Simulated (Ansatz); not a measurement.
This guess for SrScZn4B2 is about to be relaxed.

```
Sr Sc Zn B
1.0
     3.33535    0.00000    0.00000
     0.00000    3.33535    0.00000
     0.00000    0.00000   13.34141
Sr Sc Zn B
1 1 4 2
Direct
  0.50000 0.50000 0.12500
  0.50000 0.50000 0.87500
  0.00000 0.00000 0.00000
  0.00000 0.00000 0.25000
  0.00000 0.00000 0.50000
  0.00000 0.00000 0.75000
  0.50000 0.50000 0.37500
  0.50000 0.50000 0.62500
```

The calculation used Ansatz, DFT PBE, scalar-relativistic, plane waves, PAW. Cutoff 420 eV, Gaussian smearing, Γ-centred meshes. Cell and atoms relax first on a coarse mesh and then on a finer one. In between, the cell is made exact in the group found at 0.06 Å. In metals the finer mesh still leaves noise of several meV/atom or more. The steps can't lower the symmetry of their start. No spin polarisation in the relaxation; trial moments died out in a coarse test.

A guess keeps its type if space group and coordination stay and the shape of the cell changes little (axis ratios within about 15 %, angles within 6°); the volume may change.

Task: Does it keep its structure type, or change into something else?

Result: It doesn't keep its type. The symmetry stays P4mm (No. 99). The volume per atom shrinks by 3.1 %, from 18.6 to 18.0 Å³. The shortest distance goes from 2.89 Å (Sc–Zn, Sr–Zn and Zn–B) to 1.65 Å (B–B). The ratio c/a of the conventional cell changes by a factor of 1.03. Counting neighbours within 15 % of an atom's shortest distance, the start has B 8, Sc 8, Sr 8, Zn 8 and the end B 1, Sc 1, Sr 12, Zn 1/5/6/12. In detail, at the end Sr has 8 Zn at 3.26–3.35 Å, 4 Sr at 3.26 Å and 1 Sc at 4.01 Å; Sc has 1 B at 2.39 Å, 8 Zn at 2.87–2.94 Å, 4 Sc at 3.26 Å, 1 Sr at 4.01 Å and 5 B at 4.03–4.04 Å; Zn on its first site is surrounded by 4 Sc at 2.87 Å, 4 Sr at 3.26 Å, 4 Zn at 3.26 Å and 1 Zn at 3.54 Å; B on its first site is surrounded by 1 B at 1.65 Å and 4 Zn at 2.35 Å; 4 more sites not described.

Space group P4mm (No. 99). a = 3.264 Å, b = 3.264 Å, c = 13.503 Å, α = 90.00°, β = 90.00°, γ = 90.00°
```csv
atom,site,symmetry,x,y,z
Sr,1b,4mm,0.5000,0.5000,0.1151
Sc,1b,4mm,0.5000,0.5000,0.8178
Zn,1a,4mm,0.0000,0.0000,0.9447
Zn,1a,4mm,0.0000,0.0000,0.2945
Zn,1a,4mm,0.0000,0.0000,0.4854
Zn,1a,4mm,0.0000,0.0000,0.6824
B,1b,4mm,0.5000,0.5000,0.5191
B,1b,4mm,0.5000,0.5000,0.6410
```

The last run used a 12×12×4 mesh (in the run's order of axes) for its 8-atom cell and Gaussian smearing of 0.10 eV. Symmetry constrained the relaxation, so the result can be a saddle point.

In counts of neighbours, a slash parts the counts of unlike sites.
